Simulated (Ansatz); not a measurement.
A relaxation computed with Ansatz, from input to last step.

```yaml
crystal:
  lattice:
    - [-3.5925310312, 3.5925310312, 2.659305031]
    - [3.5925310312, -3.5925310312, 2.659305031]
    - [3.5925310312, 3.5925310312, -2.659305031]
  atoms:
    - { symbol: As, position: [0.875, 0.125, 0.75] }
    - { symbol: As, position: [0.375, 0.125, 0.25] }
    - { symbol: As, position: [0.875, 0.625, 0.75] }
    - { symbol: As, position: [0.875, 0.125, 0.25] }
    - { symbol: Se, position: [0.5, 0.5, 0.0] }
    - { symbol: Se, position: [0.25, 0.75, 0.5] }
basis:
  ecutwfc: 500
kpoints:
  mp_grid: { grid: [8, 8, 8] }
hamiltonian:
  xc: r2scan
scf:
  occupations: { method: gaussian, width: 0.1 }
output:
  forces: true
  stress: true
  eigenvalues: true
relax:
  adjacent_minimum: "off"
  f_tol: 0.01
  max_steps: 30
  cell: { stress_tol: 0.1, fix: [volume] }
```

```bash
ansatz run input.yaml --threads 1 --pin off --max-ram 2560MiB --backend cpu --events-out ev --progress --plain --runs-dir out
```

All numbers below come from DFT r2SCAN, scalar-relativistic, plane waves, PAW (Ansatz).

The volume is held at 1.06 times that of the relaxed cell.

Of 4 frames 3 are shown, positions in Å and forces in eV/Å; the SCF threshold varies from step to step. Steps run on the plane waves of an earlier cell, with a Pulay correction in the pressure. The basis is chosen afresh for the last frame, the zero of the energies, and at times for earlier ones too; energy and pressure step there, also at an unchanged geometry.

```xyz
6
Lattice="-3.5925 3.5925 2.6593 3.5925 -3.5925 2.6593 3.5925 3.5925 -2.6593" Properties=species:S:1:pos:R:3:forces:R:3 pbc="T T T" step=1 free_energy_over_end_meV_per_atom=0.22 pressure_GPa=-3.88
As    0.0000    5.3888    0.6648    0.0000    0.0000    0.0000
As    0.0000    1.7963    0.6648    0.0000    0.0000    0.0000
As    1.7963    3.5925    1.9945    0.0000    0.0000    0.0000
As   -1.7963    3.5925    1.9945    0.0000    0.0000    0.0000
Se    0.0000    0.0000    2.6593    0.0000    0.0000    0.0000
Se    3.5925    0.0000    1.3297    0.0000    0.0000    0.0000
6
Lattice="-3.6071 3.6071 2.6379 3.6071 -3.6071 2.6379 3.6071 3.6071 -2.6379" Properties=species:S:1:pos:R:3:forces:R:3 pbc="T T T" step=2 free_energy_over_end_meV_per_atom=0.10 pressure_GPa=-3.71
As    0.0000    5.4107    0.6595    0.0000    0.0000    0.0000
As    0.0000    1.8036    0.6595    0.0000    0.0000    0.0000
As    1.8036    3.6071    1.9784    0.0000    0.0000    0.0000
As   -1.8036    3.6071    1.9784    0.0000    0.0000    0.0000
Se    0.0000    0.0000    2.6379    0.0000    0.0000    0.0000
Se    3.6071    0.0000    1.3189    0.0000    0.0000    0.0000
6
Lattice="-3.6012 3.6012 2.6465 3.6012 -3.6012 2.6465 3.6012 3.6012 -2.6465" Properties=species:S:1:pos:R:3:forces:R:3 pbc="T T T" step=4 free_energy_over_end_meV_per_atom=0.00 pressure_GPa=-3.78
As    0.0000    5.4018    0.6616    0.0000    0.0000    0.0000
As    0.0000    1.8006    0.6616    0.0000    0.0000    0.0000
As    1.8006    3.6012    1.9849    0.0000    0.0000    0.0000
As   -1.8006    3.6012    1.9849    0.0000    0.0000    0.0000
Se    0.0000    0.0000    2.6465    0.0000    0.0000    0.0000
Se    3.6012    0.0000    1.3233    0.0000    0.0000    0.0000
```

It took 3.1 min on 1 thread of AMD EPYC 7R43 64-Core Processor (Zen 3) (shared host), peak memory 1.1 GiB.